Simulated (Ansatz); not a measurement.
Here is the system:

NaMo₃Se₃:
```xyz
14
Lattice="8.6125 0.0000 0.0000 -4.3062 7.4586 0.0000 0.0000 0.0000 4.4633" Properties=species:S:1:pos:R:3 pbc="T T T"
Na     0.0000     4.9724     1.1158
Na     4.3062     2.4862     3.3475
Mo     0.4656     1.4510     1.1158
Mo     3.8407     6.0076     3.3475
Mo     7.5887     1.1287     3.3475
Mo    -3.2824     6.3300     1.1158
Mo     2.8169     7.1363     1.1158
Mo     1.4894     0.3223     3.3475
Se     6.5981     2.2311     1.1158
Se    -2.2919     5.2276     3.3475
Se     1.3669     6.8297     3.3475
Se     2.9394     0.6290     1.1158
Se     3.3813     4.5986     1.1158
Se     0.9250     2.8600     3.3475
```

This is the PBEsol-relaxed structure.

Task: All from plane-wave PAW PBEsol (Ansatz code), unless another level is named. Predict the bulk modulus (Birch–Murnaghan fit).

Result: 31.0 GPa.

Task: What about the highest zone-centre frequency?

Result: 304 cm⁻¹.

Space group P6_3/m. The workflow started from a Materials Project entry (that database holds measured and hypothetical structures alike); the Crystallography Open Database copy checked does not list it. Its standing as an ambient phase is unchecked. The PBEsol relaxation kept the symmetry of its start; of distortions, only those at the zone centre were tested. The run is not spin-polarised. A small band overlap can be real or an error of a semilocal functional. As this level gives no gap, phonon frequencies hold no LO–TO term and depend on the k-mesh and smearing (Fermi–Dirac, 0.1 eV here).

Potentials: the later of the program's two PAW sets.
